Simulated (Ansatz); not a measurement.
LiHS:
```
LiHS
1.0
    0.00000     2.70000    -2.65554
    0.00000     2.70000     2.65554
    5.97654     0.00000     0.00000
Li S H
2 2 2
Cartesian
  2.98827   2.70000   0.02884
  0.00000   2.70000   0.02884
  4.48240   1.42928  -1.38694
  1.49413   3.97072  -1.38694
  1.49413   0.33025   0.27995
  4.48240   5.06974   0.27995
```

x, y and z are the axes in which the lattice vectors are written.

Give the high-frequency dielectric tensor and the Born effective charge tensors of the independent atoms from DFPT, DFT-LDA in the program Ansatz with PAW potentials.


ε∞:
```
3.38  0.00  0.00
0.00  3.51  0.00
0.00  0.00  3.49
```
Z* of atom 1 (Li), rows: field, columns: displacement, in e:
```
0.97  0.04  0.00
0.02  0.92  0.00
0.00  0.00  0.91
```
Z* of atom 3 (S), rows: field, columns: displacement, in e:
```
-1.07   0.00   0.00
 0.00  -1.12  -0.17
 0.00  -0.20  -1.13
```
Z* of atom 5 (H), rows: field, columns: displacement, in e:
```
0.10  0.00  0.00
0.00  0.21  0.13
0.00  0.11  0.22
```

Space group Ama2. The workflow started from an entry of the Crystallography Open Database (COD), which files this formula under 3 space groups. Whether it is the stable phase at ambient conditions was not checked. The LDA relaxation kept the symmetry of its start. At this level the phase is dynamically unstable (imaginary phonons).

Potentials: the later of the program's two PAW sets.
